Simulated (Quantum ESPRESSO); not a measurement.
One change at a time to Ag2CuNb2Ta3

These are calculations, not measurements. They come from Quantum ESPRESSO 7.5, a public plane-wave density functional program. Each row is one single-point run on a made-up periodic cell of eight metal atoms, with elements, volume, strain and displacements drawn at random and not relaxed, so a cell may be unstable or far from any real phase. There is no spin polarisation or spin-orbit coupling.

Settings: PBE unless stated; PseudoDojo standard norm-conserving files; Fermi-Dirac width 0.25 eV, which means electrons at about 2900 K; cutoff 1252 eV; 7 x 5 x 3 k mesh shifted half a step off Gamma. E is the free energy of the whole cell (internal energy minus TS), so a -TS column is already part of it. Stress is positive in tension, and the pressure P is minus a third of its trace.

Checks: one run of this series was repeated at a higher cutoff and on a denser mesh, which moved values by no more than 0.006 eV, 0.05 GPa and 0.005 eV/Å, and a second program with other atomic files agreed on it to 2 % rms in force and 0.5 GPa in pressure. Known limits: the copper pseudopotential is less sure than most, with forces differing by about three percent and pressure by about two GPa from a second method on plain copper; heavy elements are run without spin-orbit coupling, which real alloys of them have; a spin test at this wide smearing found no moment, but such smearing suppresses magnetism that the real alloy may have.

The lattice is face-centred cubic, and the cell vectors in Å are (-4.014, 0.000, 0.000); (-2.007, -4.014, -2.007); (-2.007, -4.014, 6.021), a volume of 129.35 Å³ in run 1. The elements on sites 1 to 8 are Ag Ag Ta Ta Cu Ta Nb Nb. Each later run makes one change to run 1 and keeps the rest. E is counted from run 1, and is n/a where other atomic files have another zero of energy.

| run | change | V (Å³) | P (GPa) | -TS (eV) | rms force (eV/Å) | largest change of a force component (eV/Å) | E (eV) |
|---|---|---|---|---|---|---|---|
| 1 | none | 129.35 | 14.56 | -1.399 | 0.558 | 0.000 | 0.000 |
| 2 | sites 1 and 7 exchanged | 129.35 | 16.11 | -1.426 | 0.606 | 0.812 | 0.262 |
| 3 | all lengths scaled by -1.12 % | 125.05 | 22.50 | -1.345 | 0.633 | 0.167 | ? |
| 4 | LDA in place of PBE | 129.35 | 1.22 | -1.403 | 0.494 | 0.131 | n/a |
| 5 | Al on site 8 | 129.35 | 11.13 | -1.227 | 0.520 | 0.731 | n/a |
| 6 | site 3 moved by -0.19 Å along x | 129.35 | 15.42 | -1.398 | 0.797 | 2.257 | 0.241 |

## Worked estimate

Along a uniform scaling dE = -P dV. The mean of the two pressures is 18.530 GPa and the volume changes by -4.30 Å³, with 160.2 GPa to one eV/Å³. The same two rows give -V dP/dV = 235 GPa for this cell with clamped atoms, which is not the bulk modulus of a real alloy.

## Withheld value

Question: what E should run 3 give?

The estimate is 0.497 eV. The calculation gave 0.495 eV. The mean of two end points misses the curvature of P, and the finite cutoff adds a little.
